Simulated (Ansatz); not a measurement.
An element in the bcc structure gives these cold pressures by all-electron LAPW under PBEsol (Ansatz 0.2.0, scalar-relativistic, no spin polarisation).

```json
{"V (Å³/atom)": "17.05", "P (GPa)": "-0.03"}
{"V (Å³/atom)": "16.20", "P (GPa)": "10.28"}
{"V (Å³/atom)": "14.49", "P (GPa)": "44.7"}
{"V (Å³/atom)": "12.79", "P (GPa)": "111.8"}
{"V (Å³/atom)": "11.08", "P (GPa)": "245.5"}
{"V (Å³/atom)": "9.38", "P (GPa)": "525.2"}
{"V (Å³/atom)": "7.67", "P (GPa)": "1159"}
{"V (Å³/atom)": "6.82", "P (GPa)": "1770"}
```

Problem. Which element is it?

Solution. Au. Its zero-pressure volume in this structure is near 17.0 Å³/atom; the volume and the steepness of P(V) together point to it, though neighbours can come close. Other candidates weren't computed, and some may come near.
